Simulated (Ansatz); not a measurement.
The start is a generated trial cell of WSe2 in the baddeleyite structure type. Cell shape, volume and atoms are optimised at zero target pressure with PBE (plane waves to 420 eV, PAW, scalar-relativistic; Ansatz, a first-principles code). First-step values are on the input's coarse k-mesh.

Ansatz input (later rounds restart from its end on a renewed k-mesh):
Ansatz 0.2 input:
```yaml
crystal:
  lattice:
    - [6.466234, 0, 0]
    - [0, 6.542943, 0]
    - [-1.07076, 0, 6.589211]
  atoms:
    - { symbol: W, position: [0.2754, 0.0395, 0.2083] }
    - { symbol: W, position: [0.7246, 0.5395, 0.2917] }
    - { symbol: W, position: [0.7246, 0.9605, 0.7917] }
    - { symbol: W, position: [0.2754, 0.4605, 0.7083] }
    - { symbol: Se, position: [0.07, 0.3317, 0.3447] }
    - { symbol: Se, position: [0.93, 0.8317, 0.1553] }
    - { symbol: Se, position: [0.93, 0.6683, 0.6553] }
    - { symbol: Se, position: [0.07, 0.1683, 0.8447] }
    - { symbol: Se, position: [0.4496, 0.7569, 0.4792] }
    - { symbol: Se, position: [0.5504, 0.2569, 0.0208] }
    - { symbol: Se, position: [0.5504, 0.2431, 0.5208] }
    - { symbol: Se, position: [0.4496, 0.7431, 0.9792] }
basis: { ecutwfc: 420, ecutrho_ratio: 4, xc_grid: 2, fft_grid_basis: typed }
kpoints: { mp_grid: { grid: [3, 3, 3] } }
hamiltonian:
  xc: pbe
  dispersion: none
  pseudopotentials: { azcp: { folder: ./paw }, kind: paw }
scf: { occupations: { method: fermi_dirac, width: 0.05 } }
relax: { f_tol: 0.01, max_steps: 100, cell: { stress_tol: 0.02 } }
output: { forces: true, stress: true }
```

```json
{
  "initial_pressure": "-10 GPa (negative: the cell is under tension)",
  "largest_initial_force": "about 0.9 eV/Å, on W1, W2, W3, W4, Se5, Se6, Se7, Se8 (atoms numbered as listed)",
  "outcome": "The space group stays P2₁/c (No. 14) (the run could not lower it); the end is AFLOW prototype A2B_mP12_14_2e_e (C43, as in ZrO2), with 12 atoms in the primitive cell",
  "band_gap_at_the_end": "no gap (metallic)",
  "optimiser_moves": "14"
}
```

Final values are on a 6×6×6 k-mesh of the relaxed cell. No spin polarisation in the result.

The run could not lose the symmetry of its start: the end is stationary, and may be a saddle point rather than a minimum.

The relaxed structure here is a generated cell of WSe2: the first start was made by placing the elements on the sites of a structure type, and the end was not matched to a known phase here, so it may be hypothetical. Known forms of WSe2 include space group No. 194.
